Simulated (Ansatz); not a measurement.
Relaxed candidate structures of NbH$_{2}$:

**A**
```xyz
3
Lattice="0.0000 2.2688 2.2688 2.2688 0.0000 2.2688 2.2688 2.2688 0.0000" Properties=species:S:1:pos:R:3 pbc="T T T"
H      1.1344     1.1344     1.1344
Nb     2.2688     2.2688     2.2688
H      3.4032     3.4032     3.4032
```

**B**
```xyz
6
Lattice="2.8582 0.0000 0.0000 -1.4291 2.4753 0.0000 0.0000 0.0000 9.2141" Properties=species:S:1:pos:R:3 pbc="T T T"
H      0.0000     0.0000     0.0432
Nb     0.0000     1.6502     8.1245
H      1.4291     0.8251     6.9825
H      0.0000     0.0000     4.6503
Nb     1.4291     0.8251     3.5175
H      0.0000     1.6502     2.3754
```

**C**
```xyz
6
Lattice="3.2260 0.0000 0.0000 -1.6130 2.7938 0.0000 0.0000 0.0000 5.2095" Properties=species:S:1:pos:R:3 pbc="T T T"
H      0.0000     0.0000     0.8980
Nb     1.6130     0.9313     1.3020
H      0.0000     1.8625     1.9738
H      1.6130     0.9313     3.2358
Nb     0.0000     1.8625     3.9075
H      0.0000     0.0000     4.3115
```

**Question.** Order them by energy per atom (lowest first) at the level r2SCAN+rVV10 (plane waves to 500 eV, PAW, scalar-relativistic; Ansatz, a quantum-chemistry and plane-wave program).

**Answer.** A (reference, the lowest of the structures calculated here), C (+0.06 eV/atom), B (+0.36 eV/atom)

Each run could gain symmetry but not lose that of its start, so entries can be saddle points. From databases, or of a type measured for this composition: Fm-3m, cF12, fluorite type; the others are generated cells (placed on structure types, drawn at random, substituted or restacked) that were not matched to a known phase here. The real structure of this composition may not be among these. Static energies at zero pressure. No spin polarisation in the result.
